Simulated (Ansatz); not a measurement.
PbI$_{2}$:
Space group P-3m1 (No. 164); a = b = 4.4695 Å, c = 6.7845 Å, α = β = 90.00°, γ = 120.00°

| atom | site | symmetry | x | y | z |
|---|---|---|---|---|---|
| Pb | 1a | -3m. | 0.0000 | 0.0000 | 0.0000 |
| I | 2d | 3m. | 0.3333 | 0.6667 | 0.2745 |

Relaxed with LDA. DFT-LDA in the program Ansatz with PAW potentials gives a gap of 1.90 eV.

What gap does HSE06 give on the same cell (Ansatz, PAW)?

2.76 eV, 0.85 eV more. The hybrid was solved on a coarser mesh and at special points; its gap is the smallest among all of these.

```csv
k,v1 LDA,c1 LDA,v1 HSE06,c1 HSE06
Γ,-0.92,2.24,-1.09,3.04
A,0.00,1.90,0.00,2.75
K,-1.09,4.13,?,?
H,-0.20,2.94,?,?
M,-0.47,2.51,?,?
L,-0.84,2.85,?,?
```

Top valence (v1) and lowest conduction level (c1) in eV from each method's valence maximum (which need not be a listed point): supply the withheld HSE06 values.


- L, v1 HSE06: -0.98
- L, c1 HSE06: 3.65
- M, v1 HSE06: -0.55
- M, c1 HSE06: 3.33
- H, v1 HSE06: -0.24
- H, c1 HSE06: 3.75
- K, v1 HSE06: -1.15
- K, c1 HSE06: 4.98

Cost on shared cores: the LDA run (SCF on a 7×7×4 mesh, then bands and DOS) around 50 core-seconds (rough), the HSE06 run (SCF on 5×5×3, then a few points) around 4 core-minutes (rough); the tasks are unlike.

The cell was relaxed with LDA under the symmetry of its start. A crystal of weakly bound layers computed without a dispersion correction: the cell and the soft elastic constants depend strongly on that. Scalar-relativistic: spin–orbit coupling is off unless named, which matters more the heavier the elements.

Potentials: the later of the program's two PAW sets.
